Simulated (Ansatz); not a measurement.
Rh under pressure

These are results of Ansatz, DFT LDA, scalar-relativistic, plane waves, PAW, not measurements. Plane waves to 420 eV; Γ-centred k mesh 18×18×10; Fermi-Dirac smearing of 0.15 eV. No spin polarisation. Phonons by linear response, acoustic sum rule imposed.

Equilibrium structure at this level:
```cif
data_structure
_symmetry_space_group_name_H-M 'P 1'
_symmetry_Int_Tables_number 1
_cell_length_a 2.6723
_cell_length_b 2.6723
_cell_length_c 4.3062
_cell_angle_alpha 90.000
_cell_angle_beta 90.000
_cell_angle_gamma 120.000
_cell_volume 26.63
loop_
_atom_site_label
_atom_site_type_symbol
_atom_site_fract_x
_atom_site_fract_y
_atom_site_fract_z
_atom_site_occupancy
Rh1 Rh 0.66667 0.33333 0.75000 1
Rh2 Rh 0.33333 0.66667 0.25000 1
```

In a metal, frequencies and elastic constants depend on the k mesh and the smearing, soft modes and shear constants most.

Optical modes at Γ (cm⁻¹) at zero pressure: 156, 257.

Q: Under hydrostatic pressure the same modes lie at 181, 321 cm⁻¹. What is the pressure, and how much has the cell shrunk?

A: 35 GPa; the volume is 8.6 % smaller.

This form isn't the element's structure at ambient conditions.

Cost: 2 runs of about 1.2 core-minutes in all, on Intel Xeon 6975P-C (Granite Rapids) (shared hosts).